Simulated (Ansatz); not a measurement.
Computed properties of TiGaPd

TiGaPd:
```cif
data_Ga2Pd2Ti2
_chemical_formula_sum 'Ti2 Ga2 Pd2'
_space_group_name_H-M_alt 'P 1'
_space_group_IT_number 1
_cell_length_a 4.39583
_cell_length_b 4.39583
_cell_length_c 5.41830
_cell_angle_alpha 90.000
_cell_angle_beta 90.000
_cell_angle_gamma 120.000
loop_
_space_group_symop_operation_xyz
  'x, y, z'
loop_
_atom_site_label
_atom_site_type_symbol
_atom_site_fract_x
_atom_site_fract_y
_atom_site_fract_z
_atom_site_occupancy
Ti1 Ti 0.00000 0.00000 0.00000 1
Ti2 Ti 0.00000 0.00000 0.50000 1
Ga1 Ga 0.33333 0.66667 0.75000 1
Ga2 Ga 0.66667 0.33333 0.25000 1
Pd1 Pd 0.33333 0.66667 0.25000 1
Pd2 Pd 0.66667 0.33333 0.75000 1
```

Space group P6_3/mmc (No. 194); conventional cell a = 4.396 Å, b = 4.396 Å, c = 5.418 Å, α = 90.00°, β = 90.00°, γ = 120.00°.

Method: r²SCAN in the plane-wave PAW code Ansatz. Geometry: relaxed at this level of theory. Other levels are named where they apply.

### Cell and energy

```yaml
volume_per_atom: 15.11 Å³
density: 8.20 g/cm³
Formation energy from the elements (no fitted shifts): -0.67 eV/atom
```

### Electronic structure

```yaml
electronic_character: metallic (no gap)
Density of states at the Fermi level: 0.60 states/eV per atom (mean over ±0.08 eV)
```

The first step of the workflow began from a Materials Project structure, measured or hypothetical; the Crystallography Open Database copy checked does not list it. With Ga and Pd taken as one species the cell has the higher symmetry P6/mmm, so it may be an ordered model of a mixed-site phase. Its standing as an ambient phase is unchecked. The r²SCAN relaxation kept the symmetry of its start; whether a distortion lowers the energy is not shown. No spin polarisation was allowed. Axis ratios of metals converge slowly with the k-mesh, so a and c are less sure than the volume. The references are the lowest solids computed at this level, not always the standard phases. Scalar-relativistic: spin–orbit coupling is off unless named, which matters more the heavier the elements.

Potentials: the later of the program's two PAW sets.
